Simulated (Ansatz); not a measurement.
CsPbCl$_{3}$ (cubic perovskite)

```yaml
crystal:
  lattice:
    - [5.73565, 0.00000, 0.00000]
    - [0.00000, 5.73565, 0.00000]
    - [0.00000, 0.00000, 5.73565]
  atoms:
    - { symbol: Cs, position: [0.00000, 0.00000, 0.00000] }
    - { symbol: Pb, position: [0.50000, 0.50000, 0.50000] }
    - { symbol: Cl, position: [0.00000, 0.50000, 0.50000] }
    - { symbol: Cl, position: [0.50000, 0.50000, 0.00000] }
    - { symbol: Cl, position: [0.50000, 0.00000, 0.50000] }
```

Scan: atom 1 (Cs, nearest neighbour Cl at 4.056 Å; its periodic images, 5.7 Å or more away, move with it) is displaced towards the nearest neighbour, direction (-0.707, 0.000, 0.707) in Cartesian axes, by s. The other atoms stay.

Computed with PBE (plane waves to 420 eV, PAW, scalar-relativistic; Ansatz, a program for electronic structure). k mesh 5×5×5 (Γ-centred), Fermi-Dirac smearing 0.05 eV. E stands for the smeared free energy. CsPbCl3 was relaxed with its symmetry unable to fall. Spin-orbit coupling is left out, though Pb is heavy. The PAW data are Ansatz's earlier set. This is a high-temperature form of CsPbCl3. The zero of ΔE is the undisplaced structure.

```json
[
 {"s (Å)": "-1.220", "ΔE (meV/cell)": "withheld"},
 {"s (Å)": "-0.976", "ΔE (meV/cell)": "208"},
 {"s (Å)": "-0.732", "ΔE (meV/cell)": "69"},
 {"s (Å)": "-0.488", "ΔE (meV/cell)": "18"},
 {"s (Å)": "-0.244", "ΔE (meV/cell)": "3"},
 {"s (Å)": "0.000", "ΔE (meV/cell)": "0"},
 {"s (Å)": "0.244", "ΔE (meV/cell)": "3"},
 {"s (Å)": "0.488", "ΔE (meV/cell)": "18"},
 {"s (Å)": "0.732", "ΔE (meV/cell)": "69"},
 {"s (Å)": "0.976", "ΔE (meV/cell)": "208"},
 {"s (Å)": "1.220", "ΔE (meV/cell)": "withheld"}
]
```

Q: Fit an even polynomial form (powers 2, 4) to the given rows and predict ΔE at s = 1.220.

A: Least squares on the 9 given rows: ΔE = (19.91)·s² + (208.0)·s⁴, in meV/cell with s in Å; root-mean-square residual 1.1 meV/cell. At 1.220 the fit gives 490 meV/cell; the calculation gives 543 meV/cell, so the extrapolation is off by -53 (-9.8 %). The quadratic term alone would give 30 meV/cell.

(A displaced cell: forces are minus the slopes of the energy, force constants its curvatures, and phonons follow from these.)
